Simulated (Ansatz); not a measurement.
A distorted cell of Ag (fcc, Cu type):

```
CELL_PARAMETERS angstrom
      4.14857     0.00000     0.00000
      0.00000     4.14857     0.00000
      0.00000     0.00000     4.14857
ATOMIC_POSITIONS crystal
  Ag 0.00000 0.00000 0.16970
  Ag 0.50000 0.50000 0.00000
  Ag 0.50000 0.00000 0.50000
  Ag 0.00000 0.50000 0.50000
```

Computed with PBE (plane waves to 420 eV, PAW, scalar-relativistic; Ansatz, a first-principles code). k mesh 9×9×9 (Γ-centred), Fermi-Dirac smearing 0.05 eV. Energies are smeared free energies. Stress and pressure are positive under compression. With partly filled bands, energies and forces of such displacements shift with the k mesh and the smearing. On this mesh the relaxed cell isn't quite at rest: it carries a pressure of -0.1 GPa (compression positive) at the zero of the scan. Ag was relaxed with its symmetry unable to fall.

**Question.** Predict the force on every atom, in eV/Å.

**Answer.** 
| atom | Fx | Fy | Fz |
|---|---|---|---|
| Ag1 | 0.000 | 0.000 | -4.550 |
| Ag2 | 0.000 | 0.000 | -0.111 |
| Ag3 | 0.000 | 0.000 | 2.330 |
| Ag4 | 0.000 | 0.000 | 2.330 |

**Question.** What is the stress tensor (GPa)?

**Answer.** 
```
   13.7      0.0      0.0
    0.0     13.7      0.0
    0.0      0.0      9.6
```
The pressure, a third of the trace, is 12.4 GPa.

**Question.** In it atom 1 sits (0.000, 0.000, 0.704) Å away from its relaxed site. What is its energy relative to the relaxed cell?

**Answer.** 1385 meV/cell.

(For displaced atoms, the force is minus the slope of the energy, and its curvature is a force constant, which sets phonon frequencies.)
